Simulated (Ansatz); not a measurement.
Problem. Name crystals whose computed values (LDA (plane waves, PAW; program Ansatz)) fall in these windows: B₀ by P(V) fit (GPa) 140 to 180; highest Γ mode, no LO–TO term (cm⁻¹) 490 to 700; Θ_D (K) 430 to 510.

Solution. 

```
crystal                                                 B₀ by P(V) fit (GPa)  highest Γ mode, no LO–TO term (cm⁻¹)  Θ_D (K)
------------------------------------------------------  --------------------  ------------------------------------  -------
Zn3N2, P6_3/mmc (Zn on 4f, Zn on 2b, N on 2c, N on 2a)                   165                                   605      467
InGaN2, P3m1 (In on 1a, Ga on 1c, N on 1c, N on 1a)                      165                                   667      471
YOF, P4/nmm (Y on 2c, O on 2b, F on 2a)                                  148                                   556      486
BaTiO3, R3m (Ba on 3a, Ti on 3a, O on 9b)                                150                                   511      482
```
Others may fit too.

Not the usual ambient phase: BaTiO3, R3m (Ba on 3a, Ti on 3a, O on 9b). Standing as an ambient phase not checked: Zn3N2, P6_3/mmc (Zn on 4f, Zn on 2b, N on 2c, N on 2a); InGaN2, P3m1 (In on 1a, Ga on 1c, N on 1c, N on 1a); YOF, P4/nmm (Y on 2c, O on 2b, F on 2a). Perhaps ordered models of mixed-site phases: InGaN2, P3m1 (In on 1a, Ga on 1c, N on 1c, N on 1a). All cells were relaxed under the symmetry of their starts (and spin orders); stability against distortions was not tested throughout. Rows with no word on spin ran without spin polarisation. Scalar-relativistic: spin–orbit coupling is off unless named, which matters more the heavier the elements.

Potentials: the later of the program's two PAW sets.
